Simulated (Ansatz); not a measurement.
### Question
Bi (A7 (α-As type), R-3m) is relaxed with r²SCAN in the plane-wave PAW code Ansatz. What lattice parameters of the conventional cell result?

### Answer
a = 4.534 Å, c = 12.374 Å.

### Question
Give the free coordinates with the occupied sites.

### Answer
In one choice of origin and axes:

```tsv
atom	site	symmetry	x	y	z
Bi	6c	3m	0.0000	0.0000	0.2316
```

The r²SCAN relaxation kept the symmetry of its start. Axis ratios of metals converge slowly with the k-mesh, so a and c are less sure than the volume. Spin–orbit coupling is left out wherever it is not named.

Potentials: the later of the program's two PAW sets.
